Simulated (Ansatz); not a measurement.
A geometry of Cu$_{2}$O away from equilibrium: the start of the relaxation of a generated cell, Cu2O placed in the AFLOW prototype A2B_hP9_147_g_ad (B_b, as in ZnAg2). Computed with r2SCAN (plane waves to 500 eV, PAW, scalar-relativistic; Ansatz, a first-principles code). Γ-centred k-mesh 5×5×10 on the run's cell (coarser than for final values), Fermi–Dirac smearing 0.05 eV.

```xyz
9
Lattice="6.1922 0.0000 0.0000 -3.0961 5.3626 0.0000 0.0000 0.0000 2.2866" Properties=species:S:1:pos:R:3 pbc="T T T"
O      0.0000     0.0000     0.0000
O      3.0961     1.7875     1.7149
O      0.0000     3.5751     0.5716
Cu     2.0641     3.5751     1.7149
Cu    -1.0320     1.7875     1.7149
Cu     2.0640     0.0000     1.7149
Cu     1.0320     1.7875     0.5716
Cu    -2.0641     3.5751     0.5716
Cu     4.1282     0.0000     0.5716
```

**Question.** Give the Cartesian forces on all atoms (eV/Å).

**Answer.** 
```
atom     Fx     Fy     Fz
----  -----  -----  -----
O1     0.00   0.00   0.00
O2     0.00   0.00  -0.01
O3     0.00   0.00   0.01
Cu4   -0.08   0.06  -0.04
Cu5    0.09   0.04  -0.04
Cu6   -0.01  -0.10  -0.04
Cu7    0.08  -0.06   0.04
Cu8   -0.09  -0.04   0.04
Cu9    0.01   0.10   0.04
```

**Question.** What is the pressure?

**Answer.** +46.6 GPa, compression positive.

**Question.** How much energy per atom can still be gained by relaxing?

**Answer.** 0.75 eV/atom; the path ends in P-3m1 (No. 164).

No spin polarisation in the result. The d or f electrons are treated with no Hubbard U.

The run could not lose the symmetry of its start; a randomly shaken copy of 9 atoms returns to this structure.

The end of the path is a generated cell of Cu2O: the first start was made by placing the elements on the sites of a structure type, and the end was not matched to a known phase here, so it may be hypothetical. Known forms of Cu2O include space group No. 224.
